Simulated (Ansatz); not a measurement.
MgCd:
```cif
data_Cd2Mg2
_chemical_formula_sum 'Cd2 Mg2'
_space_group_name_H-M_alt 'P 1'
_space_group_IT_number 1
_cell_length_a 4.91852
_cell_length_b 3.23943
_cell_length_c 5.15295
_cell_angle_alpha 90.000
_cell_angle_beta 90.000
_cell_angle_gamma 90.000
loop_
_space_group_symop_operation_xyz
  'x, y, z'
loop_
_atom_site_label
_atom_site_type_symbol
_atom_site_fract_x
_atom_site_fract_y
_atom_site_fract_z
_atom_site_occupancy
Cd1 Cd 0.25000 0.00000 0.18321 1
Cd2 Cd 0.75000 0.00000 0.81679 1
Mg1 Mg 0.25000 0.50000 0.68802 1
Mg2 Mg 0.75000 0.50000 0.31198 1
```

Relaxed with PBEsol.

Q: Tabulate the valence density and the electron localisation function along the shortest Cd–Mg contact (3.02 Å), PBEsol (plane waves, PAW; program Ansatz).

A: 

```
distance from Cd (Å)  density (e/Å³)   ELF
--------------------  --------------  ----
0.30                           18.07  0.78
0.45                           11.18  0.62
0.60                            5.69  0.50
0.75                            2.44  0.40
0.91                            0.99  0.30
1.06                            0.47  0.23
1.21                            0.27  0.23
1.36                            0.19  0.29
1.51                            0.15  0.35
1.66                            0.13  0.37
1.81                            0.12  0.25
1.96                            0.12  0.08
2.11                            0.16  0.05
2.26                            0.34  0.14
2.41                            1.65  0.37
2.57                            6.45  0.43
2.72                           16.01  0.34
```

The density is the valence pseudo-density with augmentation charge, so density and ELF within about 1 Å of a nucleus are not all-electron values.

Space group Pmma. The workflow started from an entry of the Crystallography Open Database (COD). Whether it is the stable phase at ambient conditions was not checked. The PBEsol relaxation kept the symmetry of its start; whether a distortion lowers the energy is not shown.

Potentials: the later of the program's two PAW sets.
